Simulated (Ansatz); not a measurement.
Os (hcp, Mg type)

```yaml
crystal:
  lattice:
    - [2.75485, 0.00000, 0.00000]
    - [-1.37743, 2.38577, 0.00000]
    - [0.00000, 0.00000, 4.34430]
  atoms:
    - { symbol: Os, position: [0.33333, 0.66667, 0.75000] }
    - { symbol: Os, position: [0.66667, 0.33333, 0.25000] }
```

The slice is a (0001) plane (indices of the conventional cell) through the point (0.333, 0.667, 0.750) (fractional), spanned by u = [110] and v = [1 -1 0] in vectors of this cell: u (2.75 Å) and v (4.77 Å, at 90° to u). It covers one period; positions are fractions (u, v).

Method: PBE (plane waves to 420 eV, PAW, scalar-relativistic; Ansatz, a quantum-chemistry and plane-wave program). k mesh 19×19×11. Near the nuclei the fields are pseudised (PAW); where an atom keeps semicore shells as valence, they peak there. Os is run without spin polarisation. Os was relaxed with its symmetry unable to fall. Spin-orbit coupling is left out, though Os is heavy.

Three fields on this plane, each scaled to ten steps between its own extremes (0 low, 9 high; the total valence density on a logarithmic scale, the potential cut 8 eV below its top; x marks points blanked near nuclei; v = 0 in the bottom row):

Map A
```
|xxxxxx84248xxxxx|
|xxxxxx62126xxxxx|
|xxxxx9410149xxxx|
|xxxxx6200026xxxx|
|xxxx631000136xxx|
|9875421101124578|
|3333333333333333|
|1112457888754211|
|00136xxxxxxx6310|
|0026xxxxxxxxx620|
|1149xxxxxxxxx941|
|236xxxxxxxxxxx63|
|248xxxxxxxxxxx84|
|349xxxxxxxxxxx94|
|248xxxxxxxxxxx84|
|126xxxxxxxxxxx62|
|0149xxxxxxxxx941|
|0026xxxxxxxxx620|
|00136xxxxxxx6310|
|0112457898754211|
|3333333333333333|
|8875421111124578|
|xxxx631000136xxx|
|xxxxx6200026xxxx|
|xxxxx9411149xxxx|
|xxxxxx63236xxxxx|
|xxxxxx84248xxxxx|
|xxxxxx94349xxxxx|
```

Map B
```
|xxxxxx14741xxxxx|
|xxxxxx03530xxxxx|
|xxxxx1034301xxxx|
|xxxxx0134310xxxx|
|xxxx123444321xxx|
|2224565333565422|
|3468863101368864|
|8899631000136998|
|99853xxxxxxx3589|
|9852xxxxxxxxx258|
|9723xxxxxxxxx327|
|962xxxxxxxxxxx26|
|962xxxxxxxxxxx26|
|852xxxxxxxxxxx25|
|741xxxxxxxxxxx14|
|530xxxxxxxxxxx03|
|4301xxxxxxxxx103|
|4310xxxxxxxxx013|
|44321xxxxxxx1234|
|3356542222245653|
|0136886434688631|
|0013699888996310|
|xxxx358999853xxx|
|xxxxx2589852xxxx|
|xxxxx3279723xxxx|
|xxxxxx26962xxxxx|
|xxxxxx26962xxxxx|
|xxxxxx25852xxxxx|
```

Map C
```
|xxxxxx04640xxxxx|
|xxxxxx05750xxxxx|
|xxxxx0378730xxxx|
|xxxxx0689860xxxx|
|xxxx047999740xxx|
|0002567888765200|
|5556665545566655|
|8886520000025688|
|99750xxxxxxx0579|
|9860xxxxxxxxx068|
|8730xxxxxxxxx037|
|760xxxxxxxxxxx06|
|640xxxxxxxxxxx04|
|640xxxxxxxxxxx04|
|640xxxxxxxxxxx04|
|750xxxxxxxxxxx05|
|8730xxxxxxxxx037|
|9860xxxxxxxxx068|
|99740xxxxxxx0479|
|8876520000025678|
|4556665555566655|
|0002568888865200|
|xxxx057999750xxx|
|xxxxx0689860xxxx|
|xxxxx0378730xxxx|
|xxxxxx06760xxxxx|
|xxxxxx04640xxxxx|
|xxxxxx04640xxxxx|
```

Q: Assign the maps to these fields: electron localisation function (ELF); valence electron density; electrostatic potential energy of an electron, from the cell's mean.

A: A is the valence electron density; B is the electron localisation function (ELF); C is the electrostatic potential energy of an electron, from the cell's mean.
